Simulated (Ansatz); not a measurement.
Level of theory: Ansatz 0.2.0, DFT PBE, scalar-relativistic, plane waves, PAW. All cells share a 420 eV cutoff and Γ-centred k meshes spaced at most about 0.3 Å⁻¹ (about 0.25 or finer for metals, 2π included). No spin polarisation in the final relaxations.

All energies are static (0 K, no zero-point motion).

Two relaxed structures of K3LuN2:

A.

```
CELL_PARAMETERS angstrom
7.13169 0.00000 0.00000
-3.56585 6.17623 0.00000
0.00000 0.00000 5.42958
ATOMIC_POSITIONS crystal
K 0.50000 0.00000 0.50000
K 0.00000 0.50000 0.50000
K 0.50000 0.50000 0.50000
Lu 0.00000 0.00000 0.00000
N 0.00000 0.00000 0.61502
N 0.00000 0.00000 0.38498
```

B.

```
CELL_PARAMETERS angstrom
-3.81966 3.81966 4.34702
3.81966 -3.81966 4.34702
3.81966 3.81966 -4.34702
ATOMIC_POSITIONS crystal
K 0.00000 0.50000 0.50000
K 0.50000 0.00000 0.50000
K 0.50000 0.50000 0.00000
Lu 0.00000 0.00000 0.00000
N 0.78154 0.78154 0.00000
N 0.21846 0.21846 0.00000
```

Question: Which would you expect to be lower, and how large is the difference?

Answer: A is lower, by 0.52 eV/atom. A has space group P6/mmm (No. 191), 39.9 Å³/atom and no gap on its mesh; B has space group I4/mmm (No. 139), 42.3 Å³/atom and no gap. Counting N atoms around K and Lu (those within 1.25 times the shortest such distance or 1.15 times the sum of covalent radii; the shortest distance is added where it is long for a bond; a slash parts the counts of unlike sites), A has K 4 from 3.6 Å, Lu 2 and B has K 2/8 from 4.3 Å, Lu 2. A holds N–N pairs (shortest 1.25 Å); in B the shortest N–N distance is 3.80 Å. The denser one is the lower, and pressure would at first widen the difference. Even the lower one lies +0.19 eV/atom against the reference forms of the elements (uncorrected), so neither is stable at this level. In A, K has 4 K at 3.57 Å and 4 N at 3.62 Å; Lu is surrounded by 2 N at 2.09 Å; around N lie 1 N at 1.25 Å, 1 Lu at 2.09 Å, 1 Lu at 3.34 Å and 6 K at 3.62 Å. In B, K on a site of symmetry mmm is surrounded by 2 K at 3.82 Å, 2 Lu at 3.82 Å, 4 N at 4.27 Å, 2 K at 4.35 Å and 4 N at 4.54 Å; around Lu lie 2 N at 1.90 Å and 4 K at 3.82 Å; around N lie 1 Lu at 1.90 Å, 1 K at 2.45 Å, 1 N at 3.80 Å, 4 K at 4.27 Å and 4 K at 4.54 Å; 1 more site not described. Both come from invented guesses.

Cells relaxed within their symmetry can be saddle points.
